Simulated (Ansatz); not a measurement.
# Zone-centre phonons of ZnS at 6 GPa: input and output

The calculation used DFT LDA, scalar-relativistic, plane waves, PAW (Ansatz 0.2.0).

Launched with:
```bash
ansatz run input.yaml --threads 1 --pin off --max-ram 3072MiB --backend cpu --events-out ev --progress --plain --runs-dir out
```

Input (bare energies are in eV):
```yaml
crystal:
  lattice:
    - [0.0, 2.5954004209, 2.5954004209]
    - [2.5954004209, 0.0, 2.5954004209]
    - [2.5954004209, 2.5954004209, 0.0]
  atoms:
    - { symbol: Zn, position: [0.0, 0.0, 0.0] }
    - { symbol: S, position: [0.75, 0.75, 0.75] }
basis:
  ecutwfc: 420
kpoints:
  mp_grid: { grid: [10, 10, 10] }
hamiltonian:
  xc: lda
scf:
  occupations: { method: fixed }
output:
  eigenvalues: true
phonons:
  method: dfpt
  dielectric: true
  rigid_motions: translations
  eigenvectors: true
```

Results section of the output:
```
--- Phonons (Γ-DFPT): 2 representative perturbations + reference, on 171 of 1000 k-points (Σ response iterations 6) ---
  k mesh reduced under 4 symmetry operations, with k and −k counted as one. Each operation leaves every solved perturbation unchanged. A smaller set is not considered because the run solves the response ...
  ASR residual: 1.354e-5 → 0.000e0 eV/Å²; symmetrization residual: 5.826e-7 eV/Å²
  ASR residual per site (eV/Å²): 3.27e-6 1.35e-5
  Γ frequencies (cm⁻¹): 0.00 0.00 0.00 322.42 322.42 322.42
  ε∞ (high-frequency dielectric tensor):
        6.184115     0.000000     0.000000
        0.000000     6.184115     0.000000
        0.000000     0.000000     6.184115
  ε⁰ (static dielectric tensor: ions relaxed, cell fixed):
        8.259940     0.000000     0.000000
        0.000000     8.259940     0.000000
        0.000000     0.000000     8.259940
  ε⁰ − ε∞ (ionic part):
        2.075826     0.000000     0.000000
        0.000000     2.075826     0.000000
        0.000000     0.000000     2.075826
  softest optical mode at Γ: 322.42 cm⁻¹; the repairs (sum rule, projections) moved no ω² at Γ by more than (0.38 cm⁻¹)²
  Born effective charges Z* (e; rows j = field, columns β = displacement):
    site 0:
         1.81620    0.00000    0.00000
         0.00000    1.81620    0.00000
         0.00000    0.00000    1.81620
    site 1:
        -1.81620   -0.00000   -0.00000
        -0.00000   -1.81620   -0.00000
        -0.00000   -0.00000   -1.81620
  Z* charge neutrality: 1.670e-4 e pre-enforcement
  solved inside a basis spanned on kpoints, on 10×10×10 k-points, its susceptibility summed on 14×14×14: ε∞ is read to err by 1.6e-2, Z* by 1.3e-2 e (field_mesh: kpoints solves on kpoints); Z* is corrected for ...
  optical modes at Γ without the LO–TO term, one row a degenerate level:
      ω (cm⁻¹) modes IR ((D/Å)²/amu)
        322.42      3            10.6130
  optical modes at Γ + LO–TO along q̂ = [1.0000, 0.0000, 0.0000]:
      ω (cm⁻¹) modes IR ((D/Å)²/amu)
        322.42      2             7.0753
        372.62      1             3.5377
  optical modes at Γ + LO–TO along q̂ = [0.0000, 1.0000, 0.0000]:
      ω (cm⁻¹) modes IR ((D/Å)²/amu)
        322.42      2             7.0753
        372.62      1             3.5377
  optical modes at Γ + LO–TO along q̂ = [0.0000, 0.0000, 1.0000]:
      ω (cm⁻¹) modes IR ((D/Å)²/amu)
        322.42      2             7.0753
        372.62      1             3.5377
```

Time: 2.1 min on 1 thread of Intel(R) Xeon(R) Processor @ 2.50GHz (Skylake/Cascade Lake), with other jobs on the host, peak memory 0.62 GiB.